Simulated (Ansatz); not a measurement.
Relaxed-ion elastic tensor of Ge3N4 in space group Fd-3m (No. 227; Ge on 16c, Ge on 8b, N on 32e) in GPa (Voigt order), the program Ansatz at the LDA level (PAW); density 6.68 g/cm³, 9.72 Å³ per atom.

|  | 1 | 2 | 3 | 4 | 5 | 6 |
|---|---|---|---|---|---|---|
| 1 | 403 | 171 | 171 | 0.0 | 0.0 | 0.0 |
| 2 | 171 | 403 | 171 | 0.0 | 0.0 | 0.0 |
| 3 | 171 | 171 | 403 | 0.0 | 0.0 | 0.0 |
| 4 | 0.0 | 0.0 | 0.0 | 235 | 0.0 | 0.0 |
| 5 | 0.0 | 0.0 | 0.0 | 0.0 | 235 | 0.0 |
| 6 | 0.0 | 0.0 | 0.0 | 0.0 | 0.0 | 235 |

**Question.** Is the crystal mechanically stable?

**Answer.** Yes: the smallest eigenvalue of C is 232 GPa.

**Question.** Work out the Voigt, Reuss and Hill averages.

**Answer.** K_V = 249, K_R = 249, K_H = 249; G_V = 187, G_R = 167, G_H = 177 GPa.

**Question.** Give Young's modulus, Poisson's ratio, Pugh's ratio and the universal anisotropy index.

**Answer.** E = 9KG/(3K + G) = 429 GPa; ν = 0.21; K/G = 1.40 (brittle by the Pugh limit of 1.75); A_U = 5G_V/G_R + K_V/K_R − 6 = 0.63.

**Question.** Estimate the sound speeds and the Debye temperature.

**Answer.** v_l = √((K + 4G/3)/ρ) = 8510 m/s, v_t = √(G/ρ) = 5150 m/s, mean 5690 m/s; Θ = (h/k)(3n/4πV)^(1/3) v_m = 794 K.

**Question.** Give the Zener ratio and Young's modulus along [100], [110] and [111].

**Answer.** A = 2C44/(C11 − C12) = 2.03; 1/E = S11 − 2(S11 − S12 − S44/2)Γ with Γ = 0, 1/4, 1/3 gives 301, 449, 537 GPa.

**Question.** Solve the Christoffel equation for the three sound speeds along [100], [110], [111].

**Answer.** Eigenvalues of C_ijkl n_j n_l equal ρv². In km/s, slowest first: [100] 5.93, 5.93, 7.76; [110] 4.16, 5.93, 8.84; [111] 4.83, 4.83, 9.17.

The cell was relaxed with LDA under the symmetry of its start.

Potentials: the later of the program's two PAW sets.
